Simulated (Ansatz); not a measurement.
Ti:
```cif
data_Ti2
_chemical_formula_sum 'Ti2'
_space_group_name_H-M_alt 'P63/mmc'
_space_group_IT_number 194
_space_group_name_Hall '-P 6c 2c'
_cell_length_a 2.92964
_cell_length_b 2.92964
_cell_length_c 4.63334
_cell_angle_alpha 90.000
_cell_angle_beta 90.000
_cell_angle_gamma 120.000
loop_
_atom_site_label
_atom_site_type_symbol
_atom_site_symmetry_multiplicity
_atom_site_Wyckoff_symbol
_atom_site_fract_x
_atom_site_fract_y
_atom_site_fract_z
_atom_site_occupancy
Ti1 Ti 2 d 0.66667 0.33333 0.25000 1
```

Relaxed at zero pressure with plane-wave PAW r²SCAN+D4 (Ansatz code).

Problem. The volume is lowered by 9 % and shape and atoms relax at that volume. What pressure results, and how do the axes share the change?

Solution. 13.1 GPa; a -3.0 %, b -3.0 %, c -3.3 %; the energy rises by 59 meV/atom.

Problem. Give the new structure.

Solution. 
Space group P6₃/mmc (No. 194); a = b = 2.8415 Å, c = 4.4818 Å, α = β = 90.00°, γ = 120.00°

```csv
atom,site,symmetry,x,y,z
Ti,2d,-6m2,0.6667,0.3333,0.2500
```

The phase is kept; no other phase was compared at this pressure.

Space group P6_3/mmc (hcp (Mg type)). Symmetry was held in the r²SCAN+D4 relaxation. The run is not spin-polarised. The pairwise dispersion correction was not fitted to metals. Axis ratios of metals converge slowly with the k-mesh, so a and c are less sure than the volume.

Potentials: the later of the program's two PAW sets.
